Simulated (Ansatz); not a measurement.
Data:

InP in space group P6_422 (No. 181; In on 3c, P on 3d), a = 4.138 Å, b = 4.138 Å, c = 9.351 Å, α = 90.00°, β = 90.00°, γ = 120.00°.

This is the r²SCAN-relaxed structure.

### Question
All from the program Ansatz at the r²SCAN level (PAW), unless another level is named. Give the band gap.

### Answer
0.42 eV (smallest direct gap 0.42 eV).

### Question
Give the HSE06 gap on the r²SCAN cell.

### Answer
0.66 eV.

### Question
What about the gap with spin–orbit coupling?

### Answer
0.41 eV.

### Question
What about the valence-band maximum?

### Answer
on the Γ–M line, 4 % of the way from Γ.

The start of the workflow was typed in or built on a structure type; neither database checked (COD, Materials Project) lists it. It is not the phase usual at ambient conditions (space group No. 216). Symmetry was held in the r²SCAN relaxation; whether a distortion lowers the energy is not shown. Spin–orbit coupling is left out wherever it is not named.

Potentials: the later of the program's two PAW sets.
